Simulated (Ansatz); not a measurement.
# Ga-71 NMR of the central transition in Li2AlGaSi2H4O10

Cell: a computed structure from the Materials Project (it need not be an observed phase).

Space group P2_1 (No. 4); a = 8.3185, b = 5.0529, c = 10.6046 Å, β = 90.06°.

| site | Wyckoff | site symmetry | x | y | z |
| --- | --- | --- | --- | --- | --- |
| Li1 | 2a | 1 | 0.6865 | 0.7570 | 0.1862 |
| Li3 | 2a | 1 | 0.1793 | 0.2592 | 0.3116 |
| Al | 2a | 1 | 0.0808 | 0.7521 | 0.1561 |
| Ga | 2a | 1 | 0.5818 | 0.2546 | 0.3449 |
| Si9 | 2a | 1 | 0.8751 | 0.2512 | 0.1429 |
| Si11 | 2a | 1 | 0.3699 | 0.7521 | 0.3536 |
| H13 | 2a | 1 | 0.3302 | 0.3444 | 0.0379 |
| H15 | 2a | 1 | 0.8302 | 0.8460 | 0.4646 |
| H17 | 2a | 1 | 0.4605 | 0.1156 | 0.0188 |
| H19 | 2a | 1 | 0.9608 | 0.6152 | 0.4816 |
| O21 | 2a | 1 | 0.5848 | 0.7797 | 0.0174 |
| O23 | 2a | 1 | 0.0828 | 0.2797 | 0.4819 |
| O25 | 2a | 1 | 0.7225 | 0.1326 | 0.2234 |
| O27 | 2a | 1 | 0.2201 | 0.6357 | 0.2695 |
| O29 | 2a | 1 | 0.5407 | 0.6086 | 0.3117 |
| O31 | 2a | 1 | 0.0392 | 0.0905 | 0.1863 |
| O33 | 2a | 1 | 0.6706 | 0.1824 | 0.4992 |
| O35 | 2a | 1 | 0.1600 | 0.6952 | 0.0058 |
| O37 | 2a | 1 | 0.3882 | 0.0708 | 0.3240 |
| O39 | 2a | 1 | 0.8993 | 0.5674 | 0.1756 |

One atom of each set is listed.

Method: Kohn–Sham DFT in Ansatz, PBE, plane waves and PAW, scalar-relativistic, 420 eV cutoff, Γ-centred 3×5×3 k-points, Fermi–Dirac smearing 0.02 eV.

Ga-71 has I = 3/2 and Q = 107.0 mb (Pyykkö 2018); at 35.2 T its Larmor frequency is ν₀ = 458.3 MHz. Only the quadrupole interaction is simulated: positions count from each site's isotropic chemical shift, and J coupling is left out, as are shift anisotropy and dipolar coupling, which fast spinning averages.

(1) Simulate the second-order pattern (fast magic-angle spinning, Gaussian broadening 0.2 kHz) of site Ga (4 O at 1.83–1.87 Å).

Answers

(1) The calculation gives C_Q = -6.38 MHz and η = 0.26, so ν_Q = 3.19 MHz and the centre of gravity lies at -4.95 ppm (-2.27 kHz).

```csv
offset (kHz),height
-5.861,0
-5.676,2
-5.491,7
-5.305,8
-5.120,8
-4.935,8
-4.750,8
-4.565,9
-4.379,9
-4.194,9
-4.009,16
-3.824,37
-3.639,47
-3.453,58
-3.268,86
-3.083,83
-2.898,66
-2.713,60
-2.527,57
-2.342,56
-2.157,57
-1.972,59
-1.787,62
-1.601,69
-1.416,85
-1.231,100
-1.046,79
-0.861,65
-0.675,58
-0.490,38
-0.305,5
-0.120,0
```
